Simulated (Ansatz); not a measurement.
Suppose Nb₃ReTe takes space group P4mm (No. 99), with Nb on 2c and 1b; Re on 1a; Te on 1b.

Computed with DFT PBE, scalar-relativistic, plane waves, PAW (Ansatz 0.2.0). Cutoff 420 eV, Γ-centred mesh, Gaussian smearing, no spin polarisation.

Formation energies are uncorrected and refer to the elements' standard structures at the same level.

Q: Predict the relaxed structure.

A:

Space group P4mm (No. 99). a = 3.783 Å, b = 3.783 Å, c = 7.606 Å, α = 90.00°, β = 90.00°, γ = 90.00°
```json
{"atom": "Nb", "site": "2c", "symmetry": "2mm.", "x": "0.5000", "y": "0.0000", "z": "0.5824"}
{"atom": "Nb", "site": "1b", "symmetry": "4mm", "x": "0.5000", "y": "0.5000", "z": "0.9153"}
{"atom": "Re", "site": "1a", "symmetry": "4mm", "x": "0.0000", "y": "0.0000", "z": "0.8688"}
{"atom": "Te", "site": "1b", "symmetry": "4mm", "x": "0.5000", "y": "0.5000", "z": "0.2990"}
```

Around Nb on a site of symmetry 2mm lie 4 Nb at 2.68 Å, 2 Te at 2.87 Å, 2 Re at 2.89 Å and 2 Nb at 3.16 Å; Nb on a site of symmetry 4mm is surrounded by 4 Re at 2.70 Å, 1 Te at 2.92 Å and 4 Nb at 3.16 Å; Re is surrounded by 4 Nb at 2.70 Å and 4 Nb at 2.89 Å; Te has 5 Nb at 2.87–2.92 Å. Another local minimum with the same sites may exist.

Q: Where does its energy lie, and is it a metal?

A: The formation energy is +0.23 eV/atom. The gap on the 10×10×6 mesh of the 5-atom cell is 0 eV (a metal). A positive value: parting into the elements would lower its energy.

The last run used Gaussian smearing of 0.10 eV. These runs have no spin–orbit coupling, which can matter for Re and Te. The reference form of Te is held partly by dispersion forces, which this level lacks. Symmetry constrained the relaxation, so the result can be a saddle point.
